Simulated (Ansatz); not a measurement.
SiGe in space group Cm (No. 8; Pearson symbol mS32) at seven volumes, r²SCAN (plane waves, PAW; program Ansatz), shape and atoms relaxed at each. One row is withheld.

```json
[
 {"V (Å³/atom)": "19.431", "P (GPa)": "9.85"},
 {"V (Å³/atom)": "20.072", "P (GPa)": "6.02"},
 {"V (Å³/atom)": "20.712", "P (GPa)": "2.76"},
 {"V (Å³/atom)": "21.353", "P (GPa)": "0.00"},
 {"V (Å³/atom)": "21.993", "P (GPa)": "-2.34"},
 {"V (Å³/atom)": "22.634", "P (GPa)": "?"},
 {"V (Å³/atom)": "23.275", "P (GPa)": "-5.99"}
]
```

Task: Fit the shown pressures and predict the withheld one.

Result: Third-order Birch–Murnaghan: P = (3/2)B₀(x^(7/2) − x^(5/2))[1 + (3/4)(B′ − 4)(x − 1)] with x = (V₀/V)^(2/3). Least squares on the six rows gives V₀ = 21.354 Å³/atom, B₀ = 84.43 GPa, B′ = 4.50. At V = 22.634, x = 0.9619 and P = -4.31 GPa. The run itself gave -4.32 GPa.

The start of the workflow was typed in or built on a structure type; neither database checked (COD, Materials Project) lists it. Its standing as an ambient phase is unchecked. The r²SCAN relaxation kept the symmetry of its start; whether a distortion lowers the energy is not shown.

Potentials: the earlier of the program's two PAW sets. The files were generated under PBE; for other functionals the program regenerates the frozen cores, and for LDA and PBEsol the local potential too.
